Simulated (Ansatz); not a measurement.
## HgPd under pressure

Theory: DFT PBEsol, scalar-relativistic, plane waves, PAW in Ansatz. Cutoff 420 eV, 14×14×12 k-points (Γ-centred), Fermi-Dirac smearing of 0.15 eV. No spin polarisation. Phonons by linear response, acoustic sum rule imposed.

The cell, relaxed at this level:
```cif
data_structure
_symmetry_space_group_name_H-M 'P 1'
_symmetry_Int_Tables_number 1
_cell_length_a 3.0240
_cell_length_b 3.0240
_cell_length_c 3.7098
_cell_angle_alpha 90.000
_cell_angle_beta 90.000
_cell_angle_gamma 90.000
_cell_volume 33.93
loop_
_atom_site_label
_atom_site_type_symbol
_atom_site_fract_x
_atom_site_fract_y
_atom_site_fract_z
_atom_site_occupancy
Hg1 Hg 0.00000 0.00000 0.00000 1
Pd1 Pd 0.50000 0.50000 0.50000 1
```

In a metal, frequencies and elastic constants depend on the k mesh and the smearing, soft modes and shear constants most. Spin–orbit coupling is left out, which matters for heavy elements.

Problem. The cell is relaxed again at 8 and 25 GPa. How do volume, gap and optical modes at Γ (cm⁻¹, counted from the lowest optical one; a degenerate one stands once) change?

Solution.
```csv
,0 GPa,8 GPa,25 GPa
V/V0,1.000,0.953,0.886
gap (eV),0.00,0.00,0.00
mode 1,127,144,171
mode 3,167,190,226
```